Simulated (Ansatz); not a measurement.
**Ti2AlC: do energies and stresses tell the same story?**

The calculation used Ansatz, DFT r2SCAN, scalar-relativistic, plane waves, PAW.

Plane waves to 500 eV, a k mesh through Γ of 12×12×4 on the computed 8-atom cell and Gaussian smearing (0.10 eV); no spin polarisation.

Relaxed cell: P6_3/mmc, a = 3.055 Å, b = 3.055 Å, c = 13.718 Å, α = 90.00°, β = 90.00°, γ = 120.00°, 8 atoms in the primitive cell. Whether it is the stable form of this composition wasn't checked.

Energies at zero smearing and pressures from the stress tensor, at volumes with shape and atoms relaxed:
| V (Å³/atom) | E − E(first) (meV/atom) | P (GPa) |
| --- | --- | --- |
| 13.026 | 0.00 | 10.31 |
| 13.442 | -19.46 | 4.77 |
| 13.858 | -25.61 | 0.02 |
| 14.273 | -20.35 | -4.05 |
| 14.689 | -5.34 | -7.50 |

Check P = −dE/dV between neighbouring volumes, and get the bulk modulus from the pressures alone.

With 1 eV/Å³ = 160.2 GPa:
```tsv
middle V (Å³/atom)	−ΔE/ΔV (GPa)	mean P (GPa)
13.234	7.501	7.537
13.650	2.368	2.392
14.065	-2.027	-2.014
14.481	-5.785	-5.773
```

The two differ by 0.04 GPa at most. The mean of two end pressures misses the average over a step by about ΔV² P″/12, up to 0.07 GPa here; with that taken off 0.04 GPa remains. The stress is the derivative of the free energy, not of the energy at zero smearing, and with free energies 0.01 GPa remains. Around V = 13.858 Å³/atom, the two neighbours give B = −V ΔP/ΔV = 13.858 × 8.81 / 0.831 = 146.9 GPa, against B0 = 145.9 GPa from the Birch–Murnaghan fit of the energies.